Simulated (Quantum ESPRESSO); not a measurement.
## Band energies of SnSe2

```
SnSe2
1.0
    3.84529     0.00000     0.00000
   -1.92265     3.33012     0.00000
    0.00000     0.00000     5.99052
Se Sn
2 1
Cartesian
  1.92265   1.11004   4.40011
  0.00000   2.22008   1.59041
  0.00000   0.00000   0.00000
```

norm-conserving PBEsol (Quantum ESPRESSO, 86 Ry, with spin-orbit coupling); path ΓMKΓALHA,LM,KH; energies in eV from the valence-band maximum.

```csv
k (1/Å),point,band 46,band 47,band 48,band 49,band 50,band 51,band 52,band 53
0.00,Γ,-0.10,0.52,0.52,2.67,2.67,4.12,4.12,4.55
0.24,,-0.03,1.62,1.62,3.27,3.27,3.99,3.99,4.60
0.59,,-0.33,1.35,1.35,3.48,3.48,4.84,4.84,5.31
0.83,,-0.44,1.03,1.03,3.32,3.32,4.76,4.76,4.87
0.94,M,-0.46,1.00,1.00,3.29,3.29,4.75,4.75,4.81
1.16,,-1.24,1.03,1.03,4.32,4.32,4.71,4.71,5.64
1.49,K,-2.05,0.61,0.61,5.99,5.99,6.15,6.15,6.70
1.71,,-1.44,0.86,0.86,5.60,5.60,5.83,5.83,6.19
2.03,,-0.39,1.65,1.65,4.47,4.47,4.72,4.72,5.21
2.36,,0.00,1.55,1.55,3.31,3.31,3.89,3.89,4.59
2.58,Γ,-0.10,0.52,0.52,2.67,2.67,4.12,4.12,4.55
2.89,,-0.32,1.79,1.79,2.63,2.63,3.87,3.87,4.28
3.10,A,-0.25,2.26,2.26,2.51,2.51,3.75,3.75,4.14
3.21,,-0.36,2.19,2.19,2.76,2.76,3.89,3.89,4.25
3.42,,-0.58,1.67,1.67,3.75,3.75,4.66,4.66,5.11
3.73,,-0.92,0.76,0.76,4.04,4.04,5.00,5.00,5.62
3.94,,-1.02,0.52,0.52,3.77,3.77,4.43,4.43,5.63
4.05,L,-1.02,0.50,0.50,3.71,3.71,4.35,4.35,5.59
4.26,,-0.67,1.07,1.07,3.88,3.88,4.82,4.82,5.13
4.59,H,-0.42,2.10,2.10,3.91,3.91,4.11,4.11,5.52
4.77,,-0.52,1.94,1.94,3.93,3.93,4.41,4.41,5.53
5.04,,-0.92,1.73,1.73,4.11,4.11,5.20,5.20,5.43
5.32,,-0.77,1.81,1.81,3.68,3.68,5.06,5.06,5.24
5.50,,-0.47,2.08,2.08,3.09,3.09,4.16,4.16,4.47
5.68,A,-0.25,2.26,2.26,2.51,2.51,3.75,3.75,4.14
5.68,L,-1.02,0.50,0.50,3.71,3.71,4.35,4.35,5.59
5.99,,-0.66,0.57,0.57,3.49,3.49,5.04,5.04,5.28
6.20,M,-0.46,1.00,1.00,3.29,3.29,4.75,4.75,4.81
6.20,K,-2.05,0.61,0.61,5.99,5.99,6.15,6.15,6.70
6.41,,-1.46,1.08,1.08,5.23,5.23,5.38,5.38,6.34
6.73,H,-0.42,2.10,2.10,3.91,3.91,4.11,4.11,5.52
```

The PBEsol gap is indirect, 0.33 eV, from 80 % of the way from K to Γ to 40 % of the way from L to M; the smallest direct gap is 0.62 eV.

Geometry relaxed with PBE+D3(BJ).
